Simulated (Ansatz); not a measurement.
GaTe$_{3}$W (P4/mmm)

Theory: DFT PBE, scalar-relativistic, plane waves, PAW (Ansatz 0.2.0).

Settings: cutoff 420 eV, Γ-centred mesh 10×10×4 on the computed 5-atom cell, Gaussian smearing of 0.10 eV; no spin polarisation.

The structure is relaxed at this level of theory with its symmetry kept, and needn't be the ground state of this composition.

```xyz
5
Lattice="3.6173 0.0000 0.0000 0.0000 3.6173 0.0000 0.0000 0.0000 9.5973" Properties=species:S:1:pos:R:3 pbc="T T T"
Ga    0.0000    0.0000    0.0000
Te    0.0000    0.0000    6.8541
Te    0.0000    0.0000    2.7433
Te    1.8087    1.8087    4.7987
W     1.8087    1.8087    0.0000
```

| Quantity | Value |
| --- | --- |
| Space group | P4/mmm (No. 123) |
| Volume per atom | 25.12 Å³ |
| Formation energy from the elements' standard states (uncorrected) | +0.958 eV/atom |
| Kohn–Sham band gap | none (metal) |
| Density of states at the Fermi level | 5.0 states/eV per cell |
| Orbital (Löwdin) character within 0.5 eV of the Fermi level | W 5d 47 %, Te 5p 43 % |
| Bader charge by site (e) | Ga (1 in the cell) -0.26, Te (2 in the cell) -0.04, Te (1 in the cell) -0.02, W (1 in the cell) 0.36 |

Spin-orbit coupling is left out, which matters for the bands of heavy elements.

Another cell of GaTe3W relaxed alike, in P4/mmm, lies 0.54 eV/atom lower, so this cell isn't the stable form at this level.

The cell was found from a structure generator's guess, not taken from experiment. Löwdin shares on free-atom orbitals overweight diffuse shells.
